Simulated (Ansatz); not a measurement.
**TiZn$_{3}$: single run (Ansatz)**

Launch command:

```bash
ansatz run input.yaml --threads 1 --pin off --max-ram 2560MiB --backend cpu --events-out ev --progress --plain --runs-dir out
```

Input:

```yaml
crystal:
  lattice:
    - [3.055311, 0.0, 0.0]
    - [0.0, 3.055311, 0.0]
    - [0.0, 0.0, 3.055311]
  atoms:
    - { symbol: Ti, position: [0.0, 0.0, 0.0] }
    - { symbol: Zn, position: [0.0, 0.5, 0.5] }
    - { symbol: Zn, position: [0.5, 0.0, 0.5] }
    - { symbol: Zn, position: [0.5, 0.5, 0.0] }
  symmetry: { detect: false }
kpoints:
  mp_grid: { grid: [6, 6, 6], shift: [0, 0, 0] }
magnetization:
  spin_polarized: false
scf:
  occupations: { method: methfessel_paxton, width: 0.0653 }
hamiltonian:
  pseudopotentials: { kind: paw }
  xc: r2scan
  hubbard:
    projectors: all-electron-ortho-atomic
    sites: [{ species: Ti, l: d, u_eff: 3.89 }]
basis:
  ecutwfc: 500
  xc_grid: 3
output:
  forces: true
  stress: true
  eigenvalues: true
```

Origin of the cell: a database entry, scaled a little.

Output (shortened):

```
SCF iter   1: F=—  HF=-12458.924299 eV  Δρ=2.02e-1  dr2=1.11e1  dr2_τ=6.37e-1
SCF iter   2: F=—  HF=-12458.274446 eV  S|Δr|=    0.00e0  Δρ=4.72e-2  dr2=6.53e-1  dr2_τ=7.31e-2  defer=68
SCF iter   3: F=—  HF=-12458.119462 eV  S|Δr|=    0.00e0  Δρ=5.00e-2  dr2=7.93e-1  dr2_τ=4.69e-3  defer=68
SCF iter   4: F=—  HF=-12457.971649 eV  S|Δr|=    0.00e0  Δρ=1.47e-2  dr2=3.62e-2  dr2_τ=1.12e-3  defer=68
SCF iter   5: F=—  HF=-12458.010821 eV  S|Δr|=    0.00e0  Δρ=7.79e-3  dr2=1.47e-2  dr2_τ=1.07e-3  defer=68
SCF iter   6: F=—  HF=-12458.008177 eV  S|Δr|=    0.00e0  Δρ=1.77e-3  dr2=5.75e-4  dr2_τ=1.53e-5  defer=68
SCF iter   7: F=—  HF=-12458.008406 eV  S|Δr|=    0.00e0  Δρ=1.18e-3  dr2=3.78e-4  dr2_τ=9.49e-6  defer=68
SCF iter   8: F=—  HF=-12458.008375 eV  S|Δr|=    0.00e0  Δρ=4.12e-4  dr2=2.84e-5  dr2_τ=6.39e-7  defer=68
SCF iter   9: F=—  HF=-12458.008367 eV  S|Δr|=    0.00e0  Δρ=2.30e-4  dr2=1.23e-5  dr2_τ=3.81e-7  defer=68
SCF iter  10: F=—  HF=-12458.008367 eV  S|Δr|=    0.00e0  Δρ=7.60e-5  dr2=1.52e-6  dr2_τ=2.08e-8  defer=68
SCF iter  11: F=-12458.008367 eV  HF=-12458.008367 eV  S|Δr|=    0.00e0  Δρ=2.08e-5  dr2=6.21e-8  dr2_τ=7.68e-10
SCF 1 converged in 11 iterations: F = -12458.008367 eV  dr2 = 6.21e-8
SCF converged after 11 iterations
Stability not checked: this state was not tested for a lower state beside it, because cold or Methfessel-Paxton smearing, or corrected tetrahedra, fill the levels in a way that the test cannot read (fill_not_monotonic; […]
Free energy (F): -12458.008367 eV
Harris-Foulkes:  -12458.008367 eV  (|F-HF|=5.34e-9)
Internal energy: -12458.005750 eV  (E = F + TS)
E sigma→0 (E₀):  -12458.007713 eV
Entropy (-TS):   -0.002617 eV (-0.654 meV/atom)
Fermi energy:    28.266007 eV
--- Per-component energies (eV) ---
  E_band       = 692.111193
  E_kinetic    = 743.876530
  E_local      = -3286.832621  (includes V_loc(G=0)·N_el)
  E_nonlocal   = 1851.800292
  E_hartree    = 1534.499514
  E_xc         = -503.075557
  E_vxc        = -348.718861  (∫ρ·V_xc dr)
  E_hubbard    = 4.818432  (on-site DFT+U / exact-exchange correction)
  E_vhub       = 0.837297  (the Hubbard potential's part of the band-sum identity)
  E_paw        = -6579.071253  (= ΣΔE_a)
  E_vpaw       = -1359.540398  (= ΣTr[D̂ρ^β])
  E_aug_tail   = 0.000013  (compensation charges beyond the density's cutoff)
  E_vtau       = 21.703175  (kinetic-family band-sum trace: ∫τ·v_τ [+ j·A + Jᵃ·Aᵃ] dr)
  E_ewald      = -6223.219787
  E_core_change = -0.801313  (= ΣΔE_core)
  E_smearing   = -0.002617  (= −TS)
  Σ components = -12458.008367   (vs F -12458.008367, Δ=0.00e0)
--- Forces (eV/Å), atoms counted from 1 ---
  atom   1  Ti    -0.000000    -0.000000    -0.000000
  atom   2  Zn     0.000000     0.000000    -0.000000
  atom   3  Zn    -0.000000    -0.000000    -0.000000
  atom   4  Zn     0.000000     0.000000    -0.000000
  max |Σ_I F_I| component: 1.09e-7 eV/Å
--- Stress (GPa, compression-positive) ---
      401.995633       0.000284      -0.000137
        0.000284     401.994924       0.000206
       -0.000137       0.000206     401.994801
  P = ⅓ Tr σ = 401.9951 GPa (4019.951 kbar)
Occupation matrices written to <dir>
```

Caveats: no moments, though an odd count or open d shells may carry them; the k mesh is coarse if the cell is a metal.

It ran for 27 s on 1 thread of Intel(R) Xeon(R) 6975P-C (Granite Rapids), with other jobs on the host, peak memory 0.63 GiB, from the program's own first density.
